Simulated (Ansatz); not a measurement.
H2 on the (001) surface of SnSe$_{2}$, space group P-3m1 (No. 164) (top face towards +c; held atoms: 1, 2, 3, 4), one molecule per 51.1 Å². Starting structure (flat, lowest atom H over a hollow Se-Se-Se site; the molecule's atoms stand last):

```yaml
crystal:
  lattice:
    - [7.67810, 0.00000, 0.00000]
    - [-3.83905, 6.64943, 0.00000]
    - [0.00000, 0.00000, 21.18800]
  atoms:
    - { symbol: Se, position: [0.33333, 0.16667, 0.37757] }
    - { symbol: Se, position: [0.33333, 0.66667, 0.37757] }
    - { symbol: Se, position: [0.83333, 0.16667, 0.37757] }
    - { symbol: Se, position: [0.83333, 0.66667, 0.37757] }
    - { symbol: Sn, position: [0.00000, 0.00000, 0.45280] }
    - { symbol: Sn, position: [0.00000, 0.50000, 0.45280] }
    - { symbol: Sn, position: [0.50000, 0.00000, 0.45280] }
    - { symbol: Sn, position: [0.50000, 0.50000, 0.45280] }
    - { symbol: Se, position: [0.16667, 0.33333, 0.52803] }
    - { symbol: Se, position: [0.16667, 0.83333, 0.52803] }
    - { symbol: Se, position: [0.66667, 0.33333, 0.52803] }
    - { symbol: Se, position: [0.66667, 0.83333, 0.52803] }
    - { symbol: H, position: [0.33333, 0.66667, 0.59458] }
    - { symbol: H, position: [0.22428, 0.58721, 0.59458] }
```

The calculation used DFT PBE+D3(BJ), scalar-relativistic, plane waves, PAW (Ansatz). Cutoff 420 eV; k points 3×3×1 on the computed 14-atom cell (Γ-centred); Gaussian smearing, width 0.05 eV; no spin polarisation. A dipole correction removes the field between periodic images along c.

E_ads is per molecule, from the clean relaxed slab and the free relaxed molecule; negative means bound; no zero-point or thermal terms, forces under 0.04 eV/Å, and the free molecule is spin-polarised where open-shell. Heights count from the highest slab atom.

Q: What does it relax to?

A: E_ads = -0.05 eV; the molecule stays whole. Final structure after 10 steps:

```yaml
crystal:
  lattice:
    - [7.67810, 0.00000, 0.00000]
    - [-3.83905, 6.64943, 0.00000]
    - [0.00000, 0.00000, 21.18800]
  atoms:
    - { symbol: Se, position: [0.33333, 0.16667, 0.37757] }
    - { symbol: Se, position: [0.33333, 0.66667, 0.37757] }
    - { symbol: Se, position: [0.83333, 0.16667, 0.37757] }
    - { symbol: Se, position: [0.83333, 0.66667, 0.37757] }
    - { symbol: Sn, position: [0.99989, 0.99992, 0.45302] }
    - { symbol: Sn, position: [0.00037, 0.50017, 0.45282] }
    - { symbol: Sn, position: [0.49989, 0.99962, 0.45283] }
    - { symbol: Sn, position: [0.49986, 0.50029, 0.45285] }
    - { symbol: Se, position: [0.16655, 0.33310, 0.52815] }
    - { symbol: Se, position: [0.16668, 0.83342, 0.52815] }
    - { symbol: Se, position: [0.66675, 0.33345, 0.52791] }
    - { symbol: Se, position: [0.66679, 0.83342, 0.52827] }
    - { symbol: H, position: [0.38370, 0.70187, 0.66362] }
    - { symbol: H, position: [0.27745, 0.61567, 0.66242] }
```

Each end is the local minimum that its start leads to.